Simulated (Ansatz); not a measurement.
# Structures of CaZr: which is lowest?

Plane-wave DFT in Ansatz with scalar-relativistic PAW potentials, cutoff 420 eV, Γ-centred meshes chosen by cell and gap, Gaussian smearing with energies taken to zero width. Every cell was relaxed (cell and atoms) in a run of its own, within the symmetry of its start. Functional: PBE.

Relaxed structures (starts from databases or built by putting these elements on another compound's sites):
A. P-6m2, 2 atoms in the computed cell, a = 3.317 Å, c = 5.940 Å; sites (symmetry × multiplicity) Ca -6m2 × 1, Zr -6m2 × 1; start: built
B. P2_13, 8 atoms in the computed cell, a = 6.130 Å; sites (symmetry × multiplicity) Ca .3. × 4, Zr .3. × 4; start: built
C. P4/mmm, 2 atoms in the computed cell, a = 3.266 Å, c = 5.314 Å; sites (symmetry × multiplicity) Ca 4/mmm × 1, Zr 4/mmm × 1; start: built

Rank them by energy. Could pressure change the order?

```tsv
structure	group	E − E(lowest) (meV/atom)	V (Å³/atom)	gap on mesh (eV)
A	P-6m2	0.0	28.30	0.00
C	P4/mmm	77	28.34	0.00
B	P2_13	247	28.79	0.00
```

A is lowest, 77 meV/atom under C. The two lowest differ in volume by under 3 %, too little for a first-order estimate of what pressure does to that pair (other pairs aren't weighed here); with rigid cells even 3 % in favour of the higher one would need about 15 GPa. Other structures may lie lower than all of these, and vibrations aren't counted.